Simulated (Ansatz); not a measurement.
Q: Name crystals whose computed values (DFT-LDA in the program Ansatz with PAW potentials) fall in these windows: gap (eV) 0.69 to 0.98; B₀ by P(V) fit (GPa) 74 to 100.

A: 

| crystal | gap (eV) | B₀ by P(V) fit (GPa) |
|---|---|---|
| Na2NiO2, Cmc2_1 (Pearson symbol oS20) | 0.85 | 83.9 |
Others may fit too.

Standing as an ambient phase not checked: Na2NiO2, Cmc2_1 (Pearson symbol oS20). The cell was relaxed under the symmetry of its start. Rows with no word on spin ran without spin polarisation.

Potentials: the later of the program's two PAW sets.
